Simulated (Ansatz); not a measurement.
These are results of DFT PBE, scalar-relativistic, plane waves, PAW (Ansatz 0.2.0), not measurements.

Settings: cutoff 420 eV, Γ-centred mesh 10×10×12 on the computed 4-atom cell, Gaussian smearing of 0.10 eV; no spin polarisation.

```yaml
crystal:
  lattice:
    - [-2.05234, 2.30147, 3.76457]
    - [2.30147, -2.05234, 3.76457]
    - [2.00285, 2.00285, -3.63026]
  atoms:
    - { symbol: Be, position: [0.97154, 0.97154, 0.96404] }
    - { symbol: Ga, position: [0.78783, 0.26899, 0.54670] }
    - { symbol: Ga, position: [0.26899, 0.78783, 0.54670] }
    - { symbol: Ga, position: [0.47164, 0.47164, 0.94256] }
```

(1) Is this geometry at equilibrium? Which atom feels the largest force?

(2) Give all forces and the stress.

Answers

(1) It isn't. Atom 4 (Ga) feels (0.30, 0.30, 0.05) eV/Å, 0.421 eV/Å in size.

(2)
```json
{"atom": "Be1", "Fx": "-0.072", "Fy": "-0.072", "Fz": "-0.058"}
{"atom": "Ga2", "Fx": "-0.149", "Fy": "-0.075", "Fz": "0.005"}
{"atom": "Ga3", "Fx": "-0.075", "Fy": "-0.149", "Fz": "0.005"}
{"atom": "Ga4", "Fx": "0.296", "Fy": "0.296", "Fz": "0.048"}
```
Stress (GPa, compression positive):
```
-4.68 -0.72  0.71
-0.72 -4.68  0.71
 0.71  0.71 -0.94
```